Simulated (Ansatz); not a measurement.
RbLuO$_{2}$:
```xyz
4
Lattice="1.7000 0.9815 6.4876 -1.7000 0.9815 6.4876 0.0000 -1.9630 6.4876" Properties=species:S:1:pos:R:3 pbc="T T T"
Rb     0.0000     0.0000     0.0000
Lu     0.0000     0.0000     9.7315
O      0.0000     0.0000     4.3716
O      0.0000     0.0000    15.0914
```

r²SCAN in the plane-wave PAW code Ansatz gives a gap of 3.79 eV without spin–orbit coupling, maximum at Γ, minimum at F.

What happens when spin–orbit coupling is switched on?

The gap falls by 0.18 eV, to 3.61 eV; maximum at Γ, minimum at F.

Give the electron effective mass with spin–orbit coupling.

0.38, 0.52, 1.2 mₑ (principal values).

Give the hole effective mass with spin–orbit coupling.

1.0, 1.0, 3.6 mₑ (principal values).

Space group R-3m. The workflow started from an entry of the Crystallography Open Database (COD). Its standing as an ambient phase is unchecked. The r²SCAN relaxation kept the symmetry of its start; whether a distortion lowers the energy is not shown.

Potentials: the later of the program's two PAW sets.
